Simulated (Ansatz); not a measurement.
Ansatz (a quantum-chemistry and plane-wave program) input:

Ansatz 0.2 input:
```yaml
crystal:
  lattice:
    - [0.0, 3.6730718624, 3.6730718624]
    - [3.6730718624, 0.0, 3.6730718624]
    - [3.6730718624, 3.6730718624, 0.0]
  atoms:
    - { symbol: Zr, position: [0.5, 0.5, 0.5] }
    - { symbol: Zr, position: [0.75, 0.75, 0.75] }
    - { symbol: Ir, position: [0.625, 0.125, 0.125] }
    - { symbol: Ir, position: [0.125, 0.125, 0.625] }
    - { symbol: Ir, position: [0.125, 0.625, 0.125] }
    - { symbol: Ir, position: [0.125, 0.125, 0.125] }
kpoints:
  mp_grid: { grid: [10, 10, 10] }
hamiltonian:
  xc: pbesol
  pseudopotentials: { kind: paw }
scf:
  occupations: { method: fermi_dirac, width: 0.1 }
phonons:
  method: dfpt
  response_accuracy: low
  eigenvectors: true
  rigid_motions: translations
```

Output (shortened):

```
Pseudopotential: Zr, paw, valence charge 12
Pseudopotential: Ir, paw, valence charge 17
Functional definition: PBEsol
Crystal: 6 atoms, lattice volume = 99.110 Å³
Basis set: ecut = 420 eV, 1917 PW (Γ), exchange–correlation on 72×72×72 points (8 copies of the dense FFT grid, shifted against one another)
Bands: 56, of which v1, the nominal top of the filled ones, is band 46 counted from 1 (45 counted from 0)
Symmetry: 48 space group operations
k-points: 282 of 1000 (irreducible under 2 space group operations, time reversal used)
SCF iter   1: F=—  HF=-55457.601621 eV  |F-HF|=—  |Δ(HF+E_count)|=         —  Δρ=7.86e-3  dr2=1.08e-1  ethr=1.77e-3  ⟨swp⟩=4.9  Hψ=49905  notcnv=0
preconditioner: auto → Kerker (q_TF=auto, 2.695 Å⁻¹)
SCF iter   2: F=—  HF=-55457.593041 eV  |F-HF|=—  |Δ(HF+E_count)|=   8.58e-3  Δρ=3.88e-3  dr2=2.61e-2  ethr=1.17e-4  ⟨swp⟩=1.0  Hψ=18330  notcnv=0
SCF iter   3: F=—  HF=-55457.590376 eV  |F-HF|=—  |Δ(HF+E_count)|=   2.66e-3  Δρ=4.99e-4  dr2=2.73e-4  ethr=2.84e-5  ⟨swp⟩=1.6  Hψ=16749  notcnv=0
SCF iter   4: F=—  HF=-55457.590358 eV  |F-HF|=—  |Δ(HF+E_count)|=   1.83e-5  Δρ=8.52e-5  dr2=7.36e-6  ethr=2.96e-7  ⟨swp⟩=2.1  Hψ=23276  notcnv=0
SCF iter   5: F=—  HF=-55457.590358 eV  |F-HF|=—  |Δ(HF+E_count)|=   1.92e-7  Δρ=1.82e-5  dr2=2.74e-7  ethr=8.00e-9  ⟨swp⟩=1.4  Hψ=16046  notcnv=0
SCF iter   6: F=—  HF=-55457.590358 eV  |F-HF|=—  |Δ(HF+E_count)|=   3.62e-8  Δρ=3.84e-6  dr2=2.79e-8  ethr=2.97e-10  ⟨swp⟩=2.4  Hψ=24818  notcnv=0
SCF iter   7: F=—  HF=-55457.590358 eV  |F-HF|=—  |Δ(HF+E_count)|=   3.43e-9  Δρ=7.55e-7  dr2=7.73e-10  ethr=3.04e-11  ⟨swp⟩=1.6  Hψ=18059  notcnv=0
SCF iter   8: F=-55457.590358 eV  HF=-55457.590358 eV  |F-HF|=1.46e-11  |Δ(HF+E_count)|=  1.75e-10  Δρ=1.04e-7  dr2=8.52e-12  ethr=1.00e-12  ⟨swp⟩=4.9  Hψ=73677  notcnv=0
SCF 1 converged in 8 iterations: F = -55457.590358 eV  dr2 = 8.52e-12
DFPT response loops at Γ: preconditioner auto → Kerker (q_TF=auto, 2.695 Å⁻¹) (partly filled bands, converged f_vac=0.000) …
SCF converged after 8 iterations
Free energy (F): -55457.590358 eV
Harris-Foulkes:  -55457.590358 eV  (|F-HF|=1.46e-11)
Internal energy: -55457.411333 eV  (E = F + TS)
E sigma→0 (E₀):  -55457.500845 eV
Entropy (-TS):   -0.179025 eV (-29.838 meV/atom)
Fermi energy:    21.208798 eV
--- Per-component energies (eV) ---
  E_band       = -653.744691
  E_kinetic    = 3160.133769
  E_local      = -6759.970703  (includes V_loc(G=0)·N_el)
  E_nonlocal   = 465.762537
  E_hartree    = 2582.261571
  E_xc         = -1389.429140
  E_vxc        = -1582.763806  (∫ρ·V_xc dr)
  E_paw        = -42155.035621  (= ΣΔE_a)
  E_vpaw       = -1101.430002  (= ΣTr[D̂ρ^β])
  E_aug_tail   = 0.000303  (compensation charges beyond the density's cutoff)
  E_ewald      = -11362.526628
  E_core_change = 1.392580  (= ΣΔE_core)
  E_smearing   = -0.179025  (= −TS)
  E_closure    = 0.000000  (closes the sum)
  Σ components = -55457.590358   (vs F -55457.590358, Δ=0.00e0)
  [band-id]    e_kinetic+e_local+e_nonlocal+2·e_hartree+e_vxc+e_vpaw+e_augmentation_tail = -653.744762   (vs E_band -653.744691, Δ=-7.06e-5)
--- Band table (eV; the first three rows and the last of 282) ---
  k-point 0: bands = ["-71.2427", "-71.1616", "-71.1616", "-71.1616", "-28.9002", "-28.3158", "-28.3158", "-28.3158", "-28.1155", "-28.1155", "-27.9536", "-27.8487", "-27.7578", "-27.7578", "-27.7578", "-27.7546", "-27.7546", "-27.7546", "-6.1228", "-6.1228", …
  k-point 1: bands = ["-71.2412", "-71.1631", "-71.1616", "-71.1616", "-28.8844", "-28.3150", "-28.3087", "-28.3087", "-28.1119", "-28.1119", "-27.9534", "-27.8507", "-27.7716", "-27.7684", "-27.7684", "-27.7578", "-27.7554", "-27.7554", "-6.1248", "-6.1248", …
  k-point 2: bands = ["-71.2371", "-71.1673", "-71.1616", "-71.1616", "-28.8407", "-28.3100", "-28.2901", "-28.2901", "-28.0997", "-28.0997", "-27.9600", "-27.8565", "-27.8130", "-27.8009", "-27.8009", "-27.7578", "-27.7555", "-27.7555", "-6.1301", "-6.1301", …
  k-point 281: bands = ["-71.2225", "-71.1820", "-71.1616", "-71.1616", "-28.7071", "-28.2443", "-28.2443", "-28.2258", "-28.1303", "-27.9774", "-27.9774", "-27.9734", "-27.9734", "-27.8751", "-27.8554", "-27.7577", "-27.7554", "-27.7554", "-6.1427", …
--- Phonons (Γ-DFPT): 2 representative perturbations + reference, on 282 of 1000 k-points (Σ response iterations 6) ---
  ASR residual: 5.839e-4 → 0.000e0 eV/Å²; symmetrization residual: 7.010e-5 eV/Å²
  ASR residual per site (eV/Å²): 1.35e-4 1.35e-4 5.84e-4 5.84e-4 5.84e-4 5.84e-4
  Γ frequencies (cm⁻¹): -81.26 -81.26 -81.26 0.00 0.00 0.00 92.98 92.98 103.17 103.17 103.17 164.20 164.20 164.20 190.46 190.46 190.46 258.15
  non-analytic LO–TO correction: not included (Born effective charges unavailable; polar crystals: no LO–TO splitting at Γ)
```

Cost: around 5 core-minutes (rough) on shared cores.

Space group Fd-3m (cubic Laves (MgCu2 type)). The workflow started from a Materials Project entry (that database holds measured and hypothetical structures alike); the Crystallography Open Database files this formula in space group No. 227, but the cells were not matched. Its standing as an ambient phase is unchecked. The PBEsol relaxation kept the symmetry of its start. At this level the phase is dynamically unstable (imaginary phonons). The run is not spin-polarised. As this level gives no gap, phonon frequencies hold no LO–TO term and depend on the k-mesh and smearing (Fermi–Dirac, 0.1 eV here). Scalar-relativistic: spin–orbit coupling is off unless named, which matters more the heavier the elements.

Potentials: the later of the program's two PAW sets.

Ansatz is a plane-wave DFT program.
